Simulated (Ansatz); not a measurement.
The start is a relaxed CdS cell with every coordinate shifted by Gaussian noise of σ = 0.2 Å. The cell and all atomic positions are relaxed at zero pressure with PBE (plane waves to 420 eV, PAW, scalar-relativistic; Ansatz, a program for electronic structure). The first steps use a coarse 6×6×2 k-mesh.

Initial structure:
```
CELL_PARAMETERS angstrom
      4.19361     0.00000     0.00000
     -2.09680     3.63177     0.00000
      0.00000     0.00000    13.67474
ATOMIC_POSITIONS crystal
  Cd 0.01470 0.96829 0.98899
  Cd 0.06104 0.97634 0.50370
  Cd 0.33559 0.65053 0.22843
  Cd 0.65810 0.39431 0.75136
  S  0.95692 0.95526 0.15487
  S  0.00276 0.96581 0.68292
  S  0.31655 0.52703 0.43083
  S  0.55945 0.32459 0.95201
```

By how much does the energy per atom fall from start to end?

0.36 eV/atom.

Is the parent structure recovered?

The parent structure is recovered, P6₃mc (No. 186).

How do the shortest distances between atoms change?

The closest pairs of elements (up to four, under 3.6 Å), start → end: Cd–S 2.07 → 2.56 Å; S–S 3.54 → 4.19 Å.

Relaxed structure:

```cif
data_Cd4S4
_chemical_formula_sum 'Cd4 S4'
_space_group_name_H-M_alt 'P63mc'
_space_group_IT_number 186
_space_group_name_Hall 'P 6c -2c'
_cell_length_a 4.19353
_cell_length_b 4.19353
_cell_length_c 13.67283
_cell_angle_alpha 90.000
_cell_angle_beta 90.000
_cell_angle_gamma 120.000
loop_
_atom_site_label
_atom_site_type_symbol
_atom_site_symmetry_multiplicity
_atom_site_Wyckoff_symbol
_atom_site_fract_x
_atom_site_fract_y
_atom_site_fract_z
_atom_site_occupancy
Cd1 Cd 2 a 0.00000 0.00000 0.00741 1
Cd2 Cd 2 b 0.66667 0.33333 0.25720 1
S1 S 2 a 0.00000 0.00000 0.31952 1
S2 S 2 b 0.66667 0.33333 0.06933 1
```

Final values are on a 9×9×3 k-mesh of the relaxed cell. No spin polarisation in the result.

The first start was generated by placing the elements on the sites of a structure type. A measured structure of CdS has the same space group, P6₃mc (No. 186); the sites were not compared with it.
